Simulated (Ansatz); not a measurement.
Relaxation of a relaxed Cr cell deformed by the Cartesian strain tensor (xx, yy, zz, yz, xz, xy) = (-0.120, 0.074, 0.033, -0.007, 0.041, -0.046); 1 atom in the cell, which starts as P-1 (No. 2), aP1; a = 2.323 Å, b = 2.431 Å, c = 2.449 Å, α = 118.44°, β = 100.80°, γ = 104.05°. Calculation: r2SCAN (plane waves to 500 eV, PAW, scalar-relativistic; Ansatz, a program for electronic structure). Γ-centred k-mesh 15×16×17 on the run's cell (coarser than for final values), Fermi–Dirac smearing 0.05 eV. This is the first round of the run. 

The optimiser's lines from the output (shortened; P is positive under compression):

```
relax step   1: F+E_penalty+E_count = -3382.14215735 eV  Δ(F+E_penalty+E_count) = +0.000e0 eV  max|allowed force component| = 0.000e0 eV/Å  Δτ_max = 0.0000 Å  P = +14.070 GPa  Ω = 11.029 Å³  (8 SCF iters, dr2 threshold 1.00e-7 eV, accepted)
relax step   2: F+E_penalty+E_count = -3382.27501950 eV  Δ(F+E_penalty+E_count) = -1.329e-1 eV  max|allowed force component| = 0.000e0 eV/Å  Δτ_max = 0.0000 Å  P = +4.510 GPa  Ω = 11.295 Å³  (7 SCF iters, dr2 threshold 1.00e-7 eV, accepted)
relax step   3: F+E_penalty+E_count = -3382.38191193 eV  Δ(F+E_penalty+E_count) = -1.069e-1 eV  max|allowed force component| = 0.000e0 eV/Å  Δτ_max = 0.0000 Å  P = +1.786 GPa  Ω = 11.323 Å³  (7 SCF iters, dr2 threshold 1.00e-7 eV, accepted)
relax step   4: F+E_penalty+E_count = -3382.43353510 eV  Δ(F+E_penalty+E_count) = -5.162e-2 eV  max|allowed force component| = 0.000e0 eV/Å  Δτ_max = 0.0000 Å  P = +1.902 GPa  Ω = 11.269 Å³  (7 SCF iters, dr2 threshold 1.00e-7 eV, accepted)
relax step   5: F+E_penalty+E_count = -3382.43897207 eV  Δ(F+E_penalty+E_count) = -5.437e-3 eV  max|allowed force component| = 0.000e0 eV/Å  Δτ_max = 0.0000 Å  P = +0.783 GPa  Ω = 11.308 Å³  (6 SCF iters, dr2 threshold 1.00e-7 eV, accepted)
relax step   6: F+E_penalty+E_count = -3382.43942846 eV  Δ(F+E_penalty+E_count) = -4.564e-4 eV  max|allowed force component| = 0.000e0 eV/Å  Δτ_max = 0.0000 Å  P = +0.175 GPa  Ω = 11.333 Å³  (5 SCF iters, dr2 threshold 1.00e-7 eV, accepted)
relax step   7: F+E_penalty+E_count = -3382.43943166 eV  Δ(F+E_penalty+E_count) = -3.202e-6 eV  max|allowed force component| = 0.000e0 eV/Å  Δτ_max = 0.0000 Å  P = +0.012 GPa  Ω = 11.339 Å³  (3 SCF iters, dr2 threshold 1.00e-7 eV, accepted)
relax step   8: F+E_penalty+E_count = -3382.43943162 eV  Δ(F+E_penalty+E_count) = +3.888e-8 eV  max|allowed force component| = 0.000e0 eV/Å  Δτ_max = 0.0000 Å  P = +0.002 GPa  Ω = 11.340 Å³  (4 SCF iters, dr2 threshold 6.90e-9 eV, accepted)
relax step   9: F+E_penalty+E_count = -3382.44044011 eV  Δ(F+E_penalty+E_count) = -1.008e-3 eV  max|allowed force component| = 0.000e0 eV/Å  Δτ_max = 0.0000 Å  P = +0.002 GPa  Ω = 11.340 Å³  stress off target by 1.29e-1 GPa  SCF on the basis re-selected at this cell (its energy is not comparable with the rows above)  (8 SCF iters)
relax step  10: F+E_penalty+E_count = -3382.44044259 eV  Δ(F+E_penalty+E_count) = -2.478e-6 eV  max|allowed force component| = 0.000e0 eV/Å  Δτ_max = 0.0000 Å  P = +0.002 GPa  Ω = 11.340 Å³  (3 SCF iters, dr2 threshold 4.15e-8 eV, accepted)
relax step  11: F+E_penalty+E_count = -3382.44044254 eV  Δ(F+E_penalty+E_count) = +5.514e-8 eV  max|allowed force component| = 0.000e0 eV/Å  Δτ_max = 0.0000 Å  P = +0.002 GPa  Ω = 11.340 Å³  stress off target by 1.26e-2 GPa  SCF on the basis re-selected at this cell (its energy is not comparable with the rows above)  (5 SCF iters)
```

From the first to the last row the energy changes by -0.30 eV/atom and the volume by +2.8 %. The last row is marked as not comparable with the walk above it, whose basis was carried along; it does compare with step 1, since both stand on a basis selected at the nominal cutoff for their own cell.

Later rounds, restarted from the end of this one on a renewed k-mesh, logged 3 more steps and released under 0.01 eV/atom more. The final structure after all rounds: Im-3m (No. 229), cI2, bcc (W type); a = b = c = 2.831 Å, α = β = γ = 90.00°. Between re-selections the logged energies stand on a plane-wave basis carried along with the cell. No spin polarisation in the result. A magnetic state may lie lower.

The run could not lose the symmetry of its start.
